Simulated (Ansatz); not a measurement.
BaGa₂H₂ in space group P-3m1 (No. 164; Ba on 1a, Ga on 2d, H on 2d), the program Ansatz at the PBE level (PAW), all energies at zero smearing, with the estimated change up to a 700 eV cutoff added, with one set of potentials and settings (totals compare only within such a set). Cell of 5 atoms (1 Ba, 2 Ga, 2 H): -13549.597 eV.

| element | reference phase | E (eV/atom) |
|---|---|---|
| Ba | Im-3m, 1 atoms in the cell | -5949.5401 |
| Ga | Cmce, 4 atoms in the cell | -3783.0209 |
| H | Cmce, 4 atoms in the cell | -15.8838 |

Formation energy per atom, worked out: (-13549.597 − 1×(-5949.5401) − 2×(-3783.0209) − 2×(-15.8838))/5 = -0.449 eV/atom (-43 kJ per mol of atoms), at 0 K, without zero-point energy or fitted corrections.

The workflow started from a Materials Project entry (that database holds measured and hypothetical structures alike); the Crystallography Open Database files this formula in space group No. 164, but the cells were not matched. Whether it is the stable phase at ambient conditions was not checked. The cell was relaxed with PBE under the symmetry of its start; of distortions, only those at the zone centre were tested. The references are the lowest solids computed at this level, not always the standard phases (solids in place of the gases). Scalar-relativistic: spin–orbit coupling is off unless named, which matters more the heavier the elements.

Potentials: the later of the program's two PAW sets.
